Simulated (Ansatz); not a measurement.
Here is an unrelaxed guess for YGe2S3.

```yaml
crystal:
  lattice:
    - [5.88092, 0.00000, 0.00000]
    - [-2.94046, 5.09302, 0.00000]
    - [0.00000, 0.00000, 4.13058]
  atoms:
    - { symbol: Y, position: [0.00000, 0.00000, 0.88881] }
    - { symbol: Ge, position: [0.66667, 0.33333, 0.96314] }
    - { symbol: Ge, position: [0.33333, 0.66667, 0.96314] }
    - { symbol: S, position: [0.50000, 0.50000, 0.45952] }
    - { symbol: S, position: [0.50000, 0.00000, 0.45952] }
    - { symbol: S, position: [0.00000, 0.50000, 0.45952] }
```

Method: DFT PBE, scalar-relativistic, plane waves, PAW (Ansatz). Plane waves to 420 eV, a k mesh through Γ of 3×3×4 on the computed 6-atom cell and Gaussian smearing (0.10 eV); no spin polarisation.

Energies over the elements count from the elements' standard structures at the same level, with no fitted energy shifts.

Q: What does a single point on this coarse mesh give?

A: The pressure is -0.1 GPa (the mean over three directions, positive in compression), the largest force is 0.48 eV/Å, and the energy is +0.17 eV/atom against the elements. The shortest distance is 2.66 Å.

Q: Is it a good guess?

A: A rough one: relaxing gains about 0.54 eV/atom (the start's value is from the coarse mesh, so the gain is rough) in 22 ionic steps and ends at −0.37 eV/atom on the finer mesh. The symmetry stays P6mm (No. 183). The volume per atom grows by 19.3 %, from 20.6 to 24.6 Å³. The shortest distance goes from 2.66 Å (Ge–S) to 2.37 Å (Ge–S). Conventional cell: a = 6.381 Å, c = 4.187 Å. Y is surrounded by 6 S at 3.19 Å; Ge is surrounded by 3 S at 2.37 Å; S has 2 Ge at 2.37 Å, 4 S at 3.19 Å and 2 Y at 3.19 Å.

The last run used a 9×9×10 mesh (in the run's order of axes) for its 6-atom cell and Gaussian smearing of 0.10 eV. An odd number of electrons in the primitive cell allows no gap without spin; a larger cell or a magnetic state could open one. The reference form of S is held partly by dispersion forces, which this level lacks. The relaxation can't lower the symmetry of the start, and the grade says only how near the guess is to its own end. Symmetry constrained the relaxation, so the result can be a saddle point.
